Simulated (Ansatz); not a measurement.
Values for one crystal, relaxed and computed with the program Ansatz at the PBE level (PAW); other levels are named.

| Quantity | Result |
|---|---|
| Volume per atom | 32.49 Å³ |
| Band gap | 5.05 eV (direct) |
| Hole effective mass, band 1 of 3 at the edge | 5.3 along [100], 5.3 along [110], 3.6 along [111] (mₑ) |
| Pressure derivative B′ | 4.8 |
| Formation energy from the elements (no fitted shifts) | -1.97 eV/atom |
| Bulk modulus (Birch–Murnaghan fit) | 16.3 GPa |
| Hole effective mass, band 2 of 3 at the edge | 5.3 along [100], 3.1 along [110], 3.6 along [111] (mₑ) |

Q: Pick the material that matches.
(A) SnTe, rock salt
(B) KCl, rock salt
(C) CuCl, zinc blende
(D) PbSe, rock salt

A: B, KCl, rock salt

Space group Fm-3m (rock salt). The PBE relaxation kept the symmetry of its start. The references are the lowest solids computed at this level, not always the standard phases (solids in place of the gases).

Potentials: the later of the program's two PAW sets.
